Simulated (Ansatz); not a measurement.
**EuBi (zincblende structure)**

Method: PBEsol, scalar-relativistic; collinear spin; PAW, 420 eV, 8×8×8 k-mesh, Gaussian smearing of 0.05 eV; code Ansatz; PAW files: Ansatz's generated set soft_2.

```xyz
2
Lattice="0.0000 3.6331 3.6331 3.6331 0.0000 3.6331 3.6331 3.6331 0.0000" Properties=species:S:1:pos:R:3 pbc="T T T"
Eu    0.0000    0.0000    0.0000
Bi    1.8165    1.8165    1.8165
```

This is a trial structure: such lanthanide and actinide compounds mostly take the rock-salt structure.

Magnetic state: ferromagnetic, site spin moments Eu 6.57; Bi -0.32 μB.

Cell and atoms are those of this level's equilibrium.

The cell has space group F-43m (read at 0.01 Å). In it the stress is 0.00, 0.00, 0.00, 0.00, 0.00, 0.00 GPa and the largest force component 0.000 eV/Å. Each change below starts from this cell, without further relaxation. Stress is in GPa, positive in compression, in the order xx, yy, zz, yz, xz, xy; energies are counted from the cell above and are free energies with the smearing's entropy, which match forces and stress in a metal.

Q: What happens when atom 1 (Eu) is moved by 0.12 Å along x?

A: The energy changes by 22.7 meV per cell, and the force on it along the shift is -0.379 eV/Å (−F/u = 3.16 eV/Å²). Stress: -0.03, 0.18, 0.18, 1.42, 0.00, 0.00.
```tsv
atom	Fx (eV/Å)	Fy	Fz
Eu1	-0.379	0.000	0.000
Bi2	0.379	0.000	0.000
```
In a harmonic crystal the energy would rise by −½F·u = ½ × 3.16 × 0.12² eV = 22.8 meV, which matches.

Q: What stress follows from an engineering strain of 2 % in xy, atoms carried along?

A: 0.01, 0.01, 0.02, 0.00, 0.00, -0.35 GPa; the energy changes by 2.1 meV per cell.
```
atom  Fx (eV/Å)     Fy      Fz
 Eu1      0.000  0.000   0.140
 Bi2      0.000  0.000  -0.140
```
The change of the stress over the strain gives a clamped-atom stiffness of about 17.3 GPa for this component.
In a harmonic crystal the energy would rise by V(½Cε² − σ₀ε), with σ₀ the stress of the unstrained cell, = 2.1 meV, which matches.

Without a U the 4f levels of Eu lie too near the Fermi level, so their share of the states there, and what hangs on it, is overstated. No spin–orbit coupling, a notable omission for heavy elements. Site moments are of spin, integrated over atomic spheres. For an f⁶ shell, the formal count of Eu here, Hund's rules give L = S = 3 and J = 0, a non-magnetic ion. Spin-polarised DFT, with or without U, favours a large spin moment instead, a known failure, so moments and magnetic energies here aren't predictions. No antiparallel order was tried.
